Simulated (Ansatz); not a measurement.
Here is an unrelaxed guess for Mg2Si3N.

```
Mg Si N
1.0
     5.41018    0.00000    0.00000
    -2.70509    4.68535    0.00000
     0.00000    0.00000    3.27758
Mg Si N
2 3 1
Cartesian
  0.0000 3.1236 0.0000
  2.7051 1.5618 0.0000
  2.7051 0.0000 1.6388
  1.3525 2.3427 1.6388
  -1.3525 2.3427 1.6388
  0.0000 0.0000 0.0000
```

All numbers below come from DFT PBE, scalar-relativistic, plane waves, PAW in Ansatz. Settings: cutoff 420 eV, Γ-centred mesh 6×6×6 on the computed 6-atom cell, Gaussian smearing of 0.10 eV; collinear spin from starting moments 0.0 0.0 0.0 0.0 0.0 1.0 μB.

The zero of energy is the elements' standard structures at the same level (N₂ as a molecule); no fitted shifts are applied.

Task: What does a single point on this coarse mesh give?

Result: The pressure is 45.2 GPa (the mean over three directions, positive in compression), the largest force is 0.00 eV/Å (symmetry fixes the atoms), and the energy is +2.17 eV/atom against the elements. The shortest distance is 2.26 Å.

Task: How much does it gain on relaxing, and where does it end?

Result: Relaxing gains about 1.4 eV/atom (the start's value is from the coarse mesh, so the gain is rough) in 25 ionic steps and ends at +0.82 eV/atom on the finer mesh. The symmetry stays P6/mmm (No. 191). The volume per atom grows by 25.2 %, from 13.8 to 17.3 Å³. The shortest distance goes from 2.26 Å (Mg–Si) to 2.38 Å (Si–Si). The ratio c/a of the conventional cell changes by a factor of 1.83. Conventional cell: a = 4.765 Å, c = 5.289 Å. Mg has 3 Mg at 2.75 Å, 3 N at 2.75 Å and 6 Si at 2.98 Å; around Si lie 4 Si at 2.38 Å and 4 Mg at 2.98 Å; around N lie 6 Mg at 2.75 Å.

The last run used collinear spin, a 12×12×8 mesh (in the run's order of axes) for its 6-atom cell and Gaussian smearing of 0.10 eV. The magnetic state reached may not be the lowest. The relaxation can't lower the symmetry of the start. A structure relaxed within its symmetry needn't be a true minimum. Another cell of Mg2Si3N relaxed alike but without spin, in Cmmm, lies 0.57 eV/atom lower, so this cell isn't the stable form at this level.
